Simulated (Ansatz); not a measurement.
PbS (zinc blende, F-43m), PBE (plane waves, PAW; program Ansatz), all energies at zero smearing, with the estimated change up to a 700 eV cutoff added, with one set of potentials and settings (totals compare only within such a set). Cell of 2 atoms (1 S, 1 Pb): -12809.211 eV.

| element | reference phase | E (eV/atom) |
|---|---|---|
| S | Fddd, 32 atoms in the cell | -902.0599 |
| Pb | Fm-3m, 1 atoms in the cell | -11906.4191 |

Formation energy per atom, worked out: (-12809.211 − 1×(-902.0599) − 1×(-11906.4191))/2 = -0.366 eV/atom (-35 kJ per mol of atoms), at 0 K, without zero-point energy or fitted corrections.

The cell is a constructed one: a structure type filled with these elements; neither database checked (COD, Materials Project) lists it. It is not the phase usual at ambient conditions (space group No. 225). Symmetry was held in the PBE relaxation; whether a distortion lowers the energy is not shown. The references are the lowest solids computed at this level, not always the standard phases. Scalar-relativistic: spin–orbit coupling is off unless named, which matters more the heavier the elements.

Potentials: the later of the program's two PAW sets.
